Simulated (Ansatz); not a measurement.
LaC2:
```cif
data_C4La2
_chemical_formula_sum 'La2 C4'
_space_group_name_H-M_alt 'Immm'
_space_group_IT_number 71
_space_group_name_Hall '-I 2 2'
_cell_length_a 4.01885
_cell_length_b 4.85994
_cell_length_c 5.43273
_cell_angle_alpha 90.000
_cell_angle_beta 90.000
_cell_angle_gamma 90.000
loop_
_space_group_symop_operation_xyz
  'x, y, z'
  '-x, -y, -z'
  '-x, -y, z'
  'x, y, -z'
  'x, -y, -z'
  '-x, y, z'
  '-x, y, -z'
  'x, -y, z'
  'x+1/2, y+1/2, z+1/2'
  '-x+1/2, -y+1/2, -z+1/2'
  '-x+1/2, -y+1/2, z+1/2'
  'x+1/2, y+1/2, -z+1/2'
  'x+1/2, -y+1/2, -z+1/2'
  '-x+1/2, y+1/2, z+1/2'
  '-x+1/2, y+1/2, -z+1/2'
  'x+1/2, -y+1/2, z+1/2'
loop_
_atom_site_label
_atom_site_type_symbol
_atom_site_symmetry_multiplicity
_atom_site_Wyckoff_symbol
_atom_site_fract_x
_atom_site_fract_y
_atom_site_fract_z
_atom_site_occupancy
La1 La 2 a 0.00000 0.00000 0.00000 1
C1 C 4 h 0.00000 0.13249 0.50000 1
```
(The calculation used a cell of 3 atoms; values per cell refer to that cell.)

Relaxed at zero pressure with DFT-r²SCAN in the program Ansatz with PAW potentials.

Problem. The volume is lowered by 9 % and shape and atoms relax at that volume. What pressure results, and how do the axes share the change?

Solution. 10.5 GPa; a -3.0 %, b -3.2 %, c -3.1 %; the energy rises by 48 meV/atom.

Problem. Give the new structure.

Solution. 
Space group Immm (No. 71); a = 3.899 Å, b = 4.706 Å, c = 5.262 Å, α = β = γ = 90.00°

| atom | site | symmetry | x | y | z |
|---|---|---|---|---|---|
| La | 2a | mmm | 0.0000 | 0.0000 | 0.0000 |
| C | 4h | m2m | 0.0000 | 0.1363 | 0.5000 |

The phase is kept; no other phase was compared at this pressure.

The workflow started from a Materials Project entry (that database holds measured and hypothetical structures alike); the Crystallography Open Database copy checked does not list it. COD files the formula under space group No. 139. Its standing as an ambient phase is unchecked. The r²SCAN relaxation kept the symmetry of its start; whether a distortion lowers the energy is not shown. Spin–orbit coupling is left out wherever it is not named.

Potentials: the later of the program's two PAW sets.
